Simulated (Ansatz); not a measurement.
A geometry of SnO away from equilibrium: the start of the relaxation of a generated cell, SnO placed in the beta-GaS structure type. Computed with PBE (plane waves to 420 eV, PAW, scalar-relativistic; Ansatz, a program for electronic structure). Γ-centred k-mesh 7×7×2 on the run's cell (coarser than for final values), Fermi–Dirac smearing 0.05 eV.

```xyz
8
Lattice="4.0857 0.0000 0.0000 -2.0429 3.5383 0.0000 0.0000 0.0000 17.6459" Properties=species:S:1:pos:R:3:forces:R:3 pbc="T T T" free_energy=-26355.768 pressure_GPa=-8.4
Sn     0.0000     2.3589     3.0174    0.0000    0.0000   -4.8089
Sn     2.0429     1.1794    11.8404    0.0000    0.0000   -4.8089
Sn     2.0429     1.1794    14.6284    0.0000    0.0000    4.8089
Sn     0.0000     2.3589     5.8055    0.0000    0.0000    4.8089
O      0.0000     2.3589    10.6157    0.0000    0.0000    2.6189
O      2.0429     1.1794     1.7928    0.0000    0.0000    2.6189
O      2.0429     1.1794     7.0301    0.0000    0.0000   -2.6189
O      0.0000     2.3589    15.8530    0.0000    0.0000   -2.6189
```

Positions in Å, forces in eV/Å, free energy of the cell in eV (comparable only within this code, potentials and settings). Largest force: 4.81 eV/Å, on Sn1, Sn2, Sn3, Sn4 (atoms numbered as listed); the geometry lies 1.27 eV/atom above the end of its relaxation.

No spin polarisation in the result.

The run could not lose the symmetry of its start, so the end can be a saddle point.

The end of the path is a generated cell of SnO: the first start was made by placing the elements on the sites of a structure type, and the end was not matched to a known phase here, so it may be hypothetical. Known forms of SnO include space group No. 129.
